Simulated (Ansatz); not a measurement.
# K2LiH6N3: checking a database structure before trusting its electric field gradients

The cell is a computed structure from the Materials Project (it need not be an observed phase).

Space group P4_2/m (No. 84); a = 7.0041, c = 12.0058 Å.

```csv
site,Wyckoff,site symmetry,x,y,z
K1,4i,2..,0.0000,0.5000,0.3474
K5,2a,2/m..,0.0000,0.0000,0.5000
K7,2f,-4..,0.5000,0.5000,0.2500
Li,4j,m..,0.6433,0.3522,0.5000
H13,8k,1,0.6792,0.7250,0.4330
H21,8k,1,0.8182,0.1610,0.2928
H29,8k,1,0.6533,0.0820,0.3735
N37,4j,m..,0.7067,0.6380,0.5000
N41,8k,1,0.7206,0.2066,0.3510
```

One atom of each set is listed.

Computed with Ansatz: DFT, PBE, plane waves and PAW, scalar-relativistic, 420 eV cutoff, Γ-centred 4×4×3 k-points, Fermi–Dirac smearing 0.02 eV.

(1) Do the atoms and the cell lie near the calculated equilibrium?

## Answers

(1) Nearly. The largest force is 0.15 eV/Å, on atom 41 (N: 2 H at 1.03 Å, 1 Li at 2.13 Å; also 4 K at 2.84–3.19 Å), and the pressure is 0.2 GPa. Relaxing the atoms is still advisable, since electric field gradients respond to shifts of a few hundredths of an ångström.
